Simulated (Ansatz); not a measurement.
Trajectory cell O32Mg6Zn26 of rocksalt MgO alloyed with ZnO

Theory: DFT, PBEsol, PAW, plane waves (Ansatz).

Command:

```sh
ansatz run in.yaml --threads 8 --pin off --max-ram 118750MiB --runs-dir r --events-out ev --progress --plain --backend cuda --devices 0,
```

The input less its lattice and atoms:

```yaml
accuracy: low
crystal:
  symmetry: { detect: false }
kpoints:
  mp_grid: { grid: [1, 1, 1], shift: [0.25, 0.25, 0.25] }
hamiltonian:
  xc: pbesol
scf:
  occupations: { method: fermi_dirac, width: 0.1 }
md:
  ensemble: nvt_langevin
  timestep: 2.5
  n_steps: 240
  temperature: 300
  temperature_schedule: [{ n_steps: 120, end_temperature: 300 }, { n_steps: 120, end_temperature: 300 }]
  friction: 0.02
  initial_velocities: maxwell_boltzmann
  seed: 1
```

Start:

```
O Mg Zn
1.0
     8.51948    0.00000    0.00000
     0.00000    8.51948    0.00000
     0.00000    0.00000    8.51948
O Mg Zn
32 6 26
Direct
  0.24567 0.99763 0.00055
  0.24705 0.00126 0.49934
  0.25374 0.49825 0.99972
  0.24744 0.49812 0.50009
  0.74900 0.99871 0.99845
  0.75156 0.99852 0.49833
  0.74967 0.50262 0.00090
  0.74896 0.49994 0.49882
  0.99996 0.24938 0.00142
  0.00332 0.24923 0.50309
  0.00194 0.74950 0.00228
  0.00194 0.75194 0.49941
  0.50257 0.25144 0.99912
  0.49715 0.24672 0.50102
  0.49834 0.75282 0.00140
  0.50135 0.75857 0.49687
  0.99771 0.00320 0.25049
  0.99892 0.99948 0.75128
  0.00301 0.50056 0.25323
  0.00336 0.49773 0.74809
  0.49878 0.99900 0.25391
  0.50027 0.99838 0.74900
  0.50000 0.50407 0.25476
  0.50041 0.49912 0.74732
  0.24904 0.25062 0.24974
  0.24990 0.24890 0.75492
  0.25075 0.75220 0.25458
  0.25322 0.75234 0.74909
  0.74772 0.25020 0.25136
  0.75279 0.24745 0.75310
  0.74985 0.75665 0.25006
  0.75164 0.75138 0.75056
  0.99800 0.99830 0.99851
  0.00017 0.50077 0.99712
  0.49931 0.50216 0.50353
  0.24810 0.24664 0.00521
  0.74706 0.74911 0.50076
  0.25267 0.99715 0.74801
  0.99971 0.00139 0.49964
  0.00021 0.49868 0.50098
  0.50049 0.99828 0.99547
  0.49991 0.99733 0.50014
  0.50655 0.50391 0.99884
  0.25131 0.25194 0.49982
  0.25524 0.74903 0.99879
  0.24790 0.74985 0.50316
  0.75104 0.25150 0.00002
  0.75235 0.24701 0.50108
  0.75237 0.75284 0.99927
  0.24811 0.99902 0.25164
  0.24497 0.50170 0.24969
  0.25059 0.49848 0.74816
  0.74938 0.00007 0.24916
  0.74975 0.99875 0.75223
  0.74778 0.50511 0.24936
  0.74267 0.49938 0.74865
  0.00167 0.25320 0.25158
  0.99930 0.25055 0.75160
  0.99647 0.74581 0.24980
  0.00222 0.74990 0.75713
  0.50474 0.25026 0.24901
  0.50199 0.25222 0.75319
  0.49811 0.74884 0.24976
  0.50098 0.74766 0.74589
```

Some of the steps:

| step | free energy without the kinetic part, less step 39 (eV) | temperature (K) | largest force component (eV/Å) |
| --- | --- | --- | --- |
| 39 | 0.000 | 266 | 1.30 |
| 79 | -0.151 | 261 | 1.27 |
| 119 | 0.767 | 321 | 2.56 |
| 159 | -0.022 | 327 | 1.25 |
| 199 | 0.495 | 334 | 1.31 |
| 239 | 0.175 | 329 | 1.85 |

Structure at step 159 of the program's count:

```
O Mg Zn
1.0
     8.51948    0.00000    0.00000
     0.00000    8.51948    0.00000
     0.00000    0.00000    8.51948
O Mg Zn
32 6 26
Direct
  0.24023 0.99432 0.98887
  0.22919 0.99599 0.49514
  0.23768 0.49240 0.00560
  0.25061 0.48965 0.48605
  0.74873 0.99099 0.99298
  0.74638 0.00666 0.50577
  0.74371 0.49359 0.98570
  0.74190 0.50446 0.50272
  0.98995 0.24902 0.00678
  0.00417 0.26621 0.48524
  0.99847 0.74807 0.97892
  0.98336 0.75195 0.49321
  0.48625 0.24086 0.98769
  0.50625 0.25377 0.50583
  0.49241 0.73807 0.00269
  0.50423 0.75698 0.50555
  0.98679 0.99099 0.23119
  0.99299 0.00341 0.74805
  0.98339 0.49885 0.24802
  0.00123 0.49899 0.74819
  0.49014 0.98299 0.25077
  0.48254 0.01004 0.73534
  0.49688 0.49011 0.24636
  0.47938 0.50943 0.74370
  0.25098 0.22940 0.25281
  0.23706 0.24889 0.75621
  0.24451 0.74899 0.25703
  0.25430 0.74049 0.73778
  0.73225 0.25323 0.24802
  0.75057 0.24949 0.75483
  0.75466 0.74911 0.24577
  0.74541 0.74880 0.74076
  0.99453 0.99004 0.00207
  0.99691 0.50424 0.99687
  0.50295 0.49593 0.49924
  0.24372 0.24969 0.99579
  0.73986 0.74044 0.50639
  0.24399 0.99939 0.74850
  0.98639 0.00870 0.49417
  0.99893 0.51052 0.49138
  0.50825 0.00062 0.96689
  0.50934 0.02068 0.50199
  0.49870 0.48934 0.99431
  0.24440 0.23708 0.50502
  0.24748 0.74885 0.99116
  0.26522 0.75758 0.49698
  0.74542 0.25306 0.01204
  0.75570 0.25895 0.50117
  0.74969 0.74381 0.99034
  0.25578 0.98945 0.23253
  0.25560 0.49730 0.24628
  0.24406 0.48828 0.74121
  0.73550 0.00723 0.23744
  0.74708 0.99923 0.74189
  0.75258 0.48674 0.24979
  0.74887 0.49441 0.74756
  0.01586 0.25160 0.25419
  0.99427 0.24601 0.75526
  0.00634 0.75264 0.25550
  0.99974 0.74292 0.73641
  0.47927 0.25678 0.24982
  0.49971 0.26301 0.75008
  0.50537 0.74487 0.23822
  0.49789 0.75269 0.74914
```

End:

```xyz
64
Lattice="8.5195 0.0000 0.0000 0.0000 8.5195 0.0000 0.0000 0.0000 8.5195" Properties=species:S:1:pos:R:3 pbc="T T T"
O     1.9772    0.2510    0.0388
O     2.2420    0.1554    4.2450
O     2.0299    4.3575    8.4937
O     2.0898    4.3664    4.2924
O     6.4126    0.1158    0.1449
O     6.1664    0.0353    4.2616
O     6.2050    4.2531    0.0591
O     6.3623    4.4090    4.2234
O     8.3576    2.2430    0.0224
O     8.5085    2.1571    4.1497
O     8.3778    6.5139    0.0164
O     8.4836    6.5738    4.3656
O     4.0319    2.2473    0.0465
O     4.2136    2.1576    4.1816
O     4.1967    6.4533    8.4183
O     4.1804    6.2953    4.3000
O     8.5189    8.4357    2.1713
O     0.0585    0.0451    6.2506
O     8.4889    4.3832    2.0920
O     8.3433    4.1763    6.3504
O     4.0918    8.5063    2.0222
O     4.1617    0.1442    6.4308
O     4.2219    4.3084    2.1073
O     4.2187    4.3171    6.2428
O     2.0282    2.2831    2.1578
O     2.0036    2.1780    6.4233
O     2.1449    6.4514    2.1490
O     2.1126    6.4838    6.4796
O     6.3507    2.2448    2.1143
O     6.3397    2.1877    6.2872
O     6.3264    6.5075    2.2551
O     6.3733    6.5207    6.3250
Mg    8.4433    0.0492    0.0396
Mg    8.4461    4.4131    0.0139
Mg    4.2718    4.2708    4.3003
Mg    1.9615    2.2680    0.0241
Mg    6.2818    6.4955    4.3344
Mg    2.1501    0.0451    6.3826
Zn    8.3076    0.0629    4.2526
Zn    8.4471    4.3822    4.3237
Zn    4.1708    0.0799    0.0205
Zn    4.2098    0.1150    4.2542
Zn    4.1597    4.3185    0.0294
Zn    2.1180    2.2106    4.2708
Zn    2.0154    6.5896    8.4959
Zn    2.1101    6.5729    4.3486
Zn    6.2668    2.1868    0.0085
Zn    6.3926    2.2719    4.3265
Zn    6.1954    6.3627    0.1072
Zn    2.0530    0.1912    2.1100
Zn    2.1247    4.4102    2.1133
Zn    2.1680    4.3631    6.3902
Zn    6.3551    0.1329    2.0509
Zn    6.3702    0.0772    6.4382
Zn    6.3097    4.3844    2.1353
Zn    6.2834    4.3312    6.3290
Zn    8.4205    2.3814    2.1049
Zn    8.4691    2.1858    6.3870
Zn    8.4430    6.4084    2.2247
Zn    8.5105    6.3654    6.3773
Zn    4.3287    2.1627    2.1849
Zn    4.0999    2.1663    6.5263
Zn    4.1211    6.4791    2.1304
Zn    4.2075    6.3685    6.3082
```

The run ended as planned.

Time: 100 s of wall time on one NVIDIA GB300 with 8 processor threads, on a host shared with other runs; peak host memory 1.9 GiB.
